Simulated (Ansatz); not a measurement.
With the program Ansatz at the r²SCAN level (PAW), SiSnGeC in the trigonal phase (R3m; C on 3a, Si on 3a, Ge on 3a, Sn on 3a) relaxes to a = 3.735 Å, c = 18.381 Å. Its formation energy from the elements is 366 meV/atom, with no fitted shifts.

Electronic character: no gap, with almost no states at the Fermi level (zero-gap or semimetallic).

An equation-of-state fit gives a bulk modulus of 99.0 GPa. Bader charges are C -1.77, Si +1.21, Ge -0.65, Sn +1.22 e.

The start of the workflow was typed in or built on a structure type; neither database checked (COD, Materials Project) lists it. Its standing as an ambient phase is unchecked. The cell was relaxed with r²SCAN under the symmetry of its start; whether a distortion lowers the energy is not shown. The volume moved by 22 % from the start of the relaxation. Its formation energy is positive at this level, so the cell may be metastable or incomplete. The references are the lowest solids computed at this level, not always the standard phases. Scalar-relativistic: spin–orbit coupling is off unless named, which matters more the heavier the elements.

Potentials: the earlier of the program's two PAW sets.
